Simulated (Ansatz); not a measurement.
# MoSi2 (MoSi2 type, space group I4/mmm), scan of one atom of the cell

Relaxed MoSi$_{2}$ (MoSi2 type, space group I4/mmm):

```xyz
3
Lattice="-1.6011 1.6011 3.9097 1.6011 -1.6011 3.9097 1.6011 1.6011 -3.9097" Properties=species:S:1:pos:R:3 pbc="T T T"
Mo     0.0000     0.0000     0.0000
Si     0.0000     0.0000     2.6219
Si     0.0000     0.0000     5.1976
```

In this cell atom 2 (Si, nearest neighbour Si at 2.576 Å; its periodic images, 3.2 Å or more away, move with it) is moved by s along Cartesian [111], unit vector (0.577, 0.577, 0.577); all other atoms and the cell stay fixed.

The numbers are results of r2SCAN (plane waves to 500 eV, PAW, scalar-relativistic; Ansatz, a first-principles code), not measurements. k mesh 12×12×12 (Γ-centred), Fermi-Dirac smearing 0.05 eV. E stands for the smeared free energy. Stress and pressure are positive under compression. Left out: 1 of 11 points, with atoms too close for the PAW data. With partly filled bands, energies and forces of such displacements shift with the k mesh and the smearing. F∥ is the force on the atom along that direction. F⊥ is the part of the force across the line. MoSi2 is run without spin polarisation. MoSi2 was relaxed with its symmetry unable to fall. The PAW data are Ansatz's earlier set. ΔE is measured from the undisplaced structure.

| s (Å) | ΔE (meV/cell) | P (GPa) | F∥ (eV/Å) | |F⊥| (eV/Å) |
|---|---|---|---|---|
| -0.770 | 3810 | 36.2 | 13.963 | 0.526 |
| -0.616 | 2119 | 21.0 | 8.474 | 0.824 |
| -0.462 | 1087 | 10.6 | 5.189 | 0.823 |
| -0.308 | 461 | 3.9 | 3.074 | 0.643 |
| -0.154 | 114 | 0.5 | 1.478 | 0.352 |
| 0.000 | 0 | 0.0 | 0.003 | 0.005 |
| 0.154 | 124 | 2.4 | -1.687 | 0.383 |
| 0.308 | 549 | 8.0 | -3.955 | 0.771 |
| 0.462 | 1394 | 17.3 | -7.239 | 1.054 |
| 0.616 | 2864 | 31.0 | -12.199 | 1.112 |

What the scan shows:

```
Item                                                                                                                                                   Result
--------------------------------------------------------  ---------------------------------------------------------------------------------------------------
Energy at s = 0.616 Å                                                                                                                           2864 meV/cell
Force along the line at s = -0.770 Å                                                                                                                14.0 eV/Å
Symmetry of the curve                                                                                     not even: the positive side lies higher at ±0.616 Å
Shape of the curve                                                                             a single well with its minimum at or next to zero displacement
Force constant k = d²E/ds² at s = 0 (finite differences)                                                                                           9.90 eV/Å²
Harmonic estimate at the end of the scan                  ½ks² = 1878 meV/cell against the computed 2864 meV/cell, so the well is stiffer than harmonic there
```

(A displaced cell: forces are minus the slopes of the energy, force constants its curvatures, and phonons follow from these.)
